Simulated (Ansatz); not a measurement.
A trial cell of Ti2NbB3, before relaxation:

```xyz
6
Lattice="3.3781 0.0000 0.0000 -1.6891 2.9256 0.0000 0.0000 0.0000 5.8888" Properties=species:S:1:pos:R:3 pbc="T T T"
Ti    1.6891    0.9752    4.0647
Ti    0.0000    1.9504    1.8242
Nb    0.0000    0.0000    0.0000
B     1.6891    0.9752    2.0784
B     0.0000    1.9504    3.8105
B     0.0000    0.0000    2.9444
```

Method: Ansatz 0.2.0, DFT PBE, scalar-relativistic, plane waves, PAW. Cutoff 420 eV, Gaussian smearing, Γ-centred meshes. Cell and atoms relax first on a coarse mesh and then on a finer one. In between, the cell is made exact in the group found at 0.06 Å. In metals the finer mesh still leaves noise of several meV/atom or more. The steps can't lower the symmetry of their start. No spin polarisation in the relaxation; trial moments died out in a coarse test.

A guess keeps its type if space group and coordination stay and the shape of the cell changes little (axis ratios within about 15 %, angles within 6°); the volume may change.

Task: Does it keep its structure type, or change into something else?

Result: It doesn't keep its type. The symmetry stays P-3m1 (No. 164). The volume per atom grows by 22.0 %, from 9.7 to 11.8 Å³. The shortest distance goes from 1.97 Å (Ti–B) to 2.27 Å (Ti–B). The ratio c/a of the conventional cell changes by a factor of 1.40. Counting neighbours within 15 % of an atom's shortest distance, the start has B 7/12, Nb 14, Ti 7 and the end B 6, Nb 6, Ti 6. In detail, at the end around Ti lie 6 B at 2.27–2.28 Å, 9 Ti at 3.18–3.23 Å and 3 Nb at 3.24 Å; Nb is surrounded by 6 B at 2.29 Å, 6 Nb at 3.23 Å and 6 Ti at 3.24 Å; B on a site of symmetry 3m is surrounded by 3 Ti at 2.28 Å and 3 Nb at 2.29 Å; 1 more site not described.

```
CELL_PARAMETERS angstrom
3.22593 0.00000 0.00000
-1.61297 2.79374 0.00000
0.00000 0.00000 7.88080
ATOMIC_POSITIONS crystal
Ti 0.66667 0.33333 0.66387
Ti 0.33333 0.66667 0.33613
Nb 0.00000 0.00000 0.00000
B 0.66667 0.33333 0.17001
B 0.33333 0.66667 0.82999
B 0.00000 0.00000 0.50000
```

The last run used a 12×12×6 mesh (in the run's order of axes) for its 6-atom cell and Gaussian smearing of 0.10 eV. A structure relaxed within its symmetry needn't be a true minimum.

In counts of neighbours, a slash parts the counts of unlike sites.
